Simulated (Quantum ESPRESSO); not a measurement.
Band energies of LiBaF3

```
LiBaF3
1.0
    3.98858     0.00000     0.00000
    0.00000     3.98858     0.00000
    0.00000     0.00000     3.98858
Li F Ba
1 3 1
Direct
  0.50000   0.50000   0.50000
  0.00000   0.50000   0.50000
  0.50000   0.00000   0.50000
  0.50000   0.50000   0.00000
  0.00000   0.00000   0.00000
```

PBEsol (pw.x of Quantum ESPRESSO, ONCV potentials, scalar-relativistic); path ΓXMΓRX,MR; energies in eV from the valence-band maximum.

```
k (1/Å)  point  band 13  band 14  band 15  band 16  band 17  band 18  band 19  band 20
-------  -----  -------  -------  -------  -------  -------  -------  -------  -------
0.00         Γ    -0.85    -0.85     0.00     0.00     0.00     6.61     6.61     8.02
0.39              -0.91    -0.91    -0.49    -0.18    -0.18     7.29     7.56     9.34
0.79         X    -1.07    -0.78    -0.78    -0.46    -0.46     8.05     8.57    10.31
0.98              -1.03    -0.87    -0.62    -0.53    -0.41     8.20     8.85    10.34
1.58         M    -1.36    -0.61    -0.61    -0.21    -0.18     8.84     9.16    10.79
1.95              -0.91    -0.83    -0.69    -0.52    -0.09     8.45     9.44     9.81
2.50              -0.89    -0.84    -0.17    -0.04     0.00     6.80     6.85     8.30
2.69         Γ    -0.85    -0.85     0.00     0.00     0.00     6.61     6.61     8.02
3.03              -1.07    -0.75    -0.53    -0.05    -0.05     7.29     7.29     8.80
3.37              -1.16    -1.16    -0.51    -0.15    -0.15     8.69     8.69     9.37
3.88              -0.29    -0.29    -0.18    -0.18    -0.18     8.18     8.19     8.19
4.05         R    -0.20    -0.20    -0.16    -0.16    -0.16     8.02     8.02     8.02
4.37              -0.62    -0.31    -0.29    -0.23    -0.23     8.52     8.52     8.65
4.69              -1.04    -0.55    -0.47    -0.47    -0.35     9.01     9.33     9.61
5.17         X    -1.07    -0.78    -0.78    -0.46    -0.46     8.05     8.57    10.31
5.17         M    -1.36    -0.61    -0.61    -0.21    -0.18     8.84     9.16    10.79
5.48              -0.86    -0.51    -0.51    -0.21    -0.17     8.55     9.46     9.46
5.96         R    -0.20    -0.20    -0.16    -0.16    -0.16     8.02     8.02     8.02
```

The PBEsol gap is direct, 6.61 eV at Γ.

The cell is held in this high symmetry; tilts and polar distortions were not searched.

Geometry of the Materials Project entry, not relaxed at this level.

The structure is a Materials Project entry; no match was found in the copy of COD used, and its stability was not checked.
